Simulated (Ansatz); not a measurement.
Relaxed TiO$_{2}$ (anatase):

```
TiO2
1.0
   -1.88487     1.88487     4.77774
    1.88487    -1.88487     4.77774
    1.88487     1.88487    -4.77774
Ti O
2 4
Cartesian
  0.00000   0.00000   4.77774
  1.88487   0.00000   2.38887
  0.00000   0.00000   2.79526
  1.88487   0.00000   0.40639
  1.88487   0.00000   4.37135
  0.00000   0.00000   6.76021
```

Computed with PBEsol (plane waves to 420 eV, PAW, scalar-relativistic; Ansatz, a quantum-chemistry and plane-wave program). k mesh 10×10×10 (Γ-centred), Fermi-Dirac smearing 0.05 eV. The PAW data are Ansatz's earlier set. TiO2 is run without spin polarisation. TiO2 was relaxed with its symmetry unable to fall.

One atom of the cell was then moved (with its periodic images), all else fixed, and the forces (eV/Å) came out as:

```json
[
 {"atom": "Ti1", "Fx": "-0.270", "Fy": "-0.380", "Fz": "-1.114"},
 {"atom": "Ti2", "Fx": "-0.045", "Fy": "-0.010", "Fz": "0.576"},
 {"atom": "O3", "Fx": "0.053", "Fy": "0.031", "Fz": "0.038"},
 {"atom": "O4", "Fx": "0.007", "Fy": "0.279", "Fz": "0.139"},
 {"atom": "O5", "Fx": "0.209", "Fy": "0.030", "Fz": "0.152"},
 {"atom": "O6", "Fx": "0.046", "Fy": "0.051", "Fz": "0.210"}
]
```

Question: Which atom was moved, and by which vector (Å)?

Answer: Ti1, by (0.07, 0.07, 0.07), 0.12 Å in all.

(For displaced atoms, the force is minus the slope of the energy, and its curvature is a force constant, which sets phonon frequencies.)
